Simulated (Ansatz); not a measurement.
Given:

YRh:
```cif
data_RhY
_chemical_formula_sum 'Y1 Rh1'
_space_group_name_H-M_alt 'P 1'
_space_group_IT_number 1
_cell_length_a 3.38347
_cell_length_b 3.38347
_cell_length_c 3.38347
_cell_angle_alpha 90.000
_cell_angle_beta 90.000
_cell_angle_gamma 90.000
loop_
_space_group_symop_operation_xyz
  'x, y, z'
loop_
_atom_site_label
_atom_site_type_symbol
_atom_site_fract_x
_atom_site_fract_y
_atom_site_fract_z
_atom_site_occupancy
Y1 Y 0.50000 0.50000 0.50000 1
Rh1 Rh 0.00000 0.00000 0.00000 1
```

This is the PBEsol-relaxed structure.

Q: All from plane-wave PAW PBEsol (Ansatz code), unless another level is named. Give the Debye temperature from the elastic constants.

A: 263 K.

Q: What about the elastic constants (relaxed ions, GPa)?

A: C11 = 163, C12 = 100, C44 = 40.3.

Space group Pm-3m (CsCl type). The workflow started from a Materials Project entry (that database holds measured and hypothetical structures alike); the Crystallography Open Database files this formula in space group No. 221, but the cells were not matched. Whether it is the stable phase at ambient conditions was not checked. The PBEsol relaxation kept the symmetry of its start; of distortions, only those at the zone centre were tested. The run is not spin-polarised. As this level gives no gap, shear constants depend on the k-mesh and smearing (Fermi–Dirac, 0.1 eV here).

Potentials: the later of the program's two PAW sets.
